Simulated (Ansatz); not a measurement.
A geometry of Pt away from equilibrium: step 5 of the relaxation of a relaxed Pt cell, doubled along one cell vector, shaken by Gaussian noise of σ = 0.08 Å a coordinate. The numbers are results of r2SCAN (plane waves to 500 eV, PAW, scalar-relativistic; Ansatz, an electronic-structure program), not measurements. Γ-centred k-mesh 13×7×4 on the run's cell (coarser than for final values), Fermi–Dirac smearing 0.05 eV.

```xyz
8
Lattice="2.7496 0.0043 -0.0001 -2.7421 4.7576 0.0006 -0.0004 0.0009 9.4238" Properties=species:S:1:pos:R:3:forces:R:3 pbc="T T T" free_energy=-100305.905 pressure_GPa=-0.3
Pt     0.0081    -0.0106     0.0003   -0.0124    0.0194    0.0048
Pt    -1.3624     2.3688     0.0010   -0.0167    0.0041   -0.0027
Pt     0.0139    -0.0140     4.7140   -0.0207    0.0397   -0.0229
Pt    -1.3574     2.3669     4.7130   -0.0191   -0.0111   -0.0097
Pt     1.0055     0.9896     7.0686   -0.0768    0.0384    0.0044
Pt    -0.3658     3.3660     7.0694   -0.0770    0.0873    0.0036
Pt     0.3175     1.4233     2.3558    0.1112   -0.1287    0.0162
Pt    -1.0533     3.7988     2.3570    0.1115   -0.0492    0.0063
```

Positions in Å, forces in eV/Å, free energy of the cell in eV (comparable only within this code, potentials and settings). Largest force: 0.17 eV/Å, on Pt7 (atoms numbered as listed); the geometry lies 0.02 eV/atom above the end of its relaxation.

No spin polarisation in the result.

The end of the path is a generated cell of Pt: the first start was made by placing the elements on the sites of a structure type, and the end was not matched to a known phase here, so it may be hypothetical. Known forms of Pt include space group No. 225.
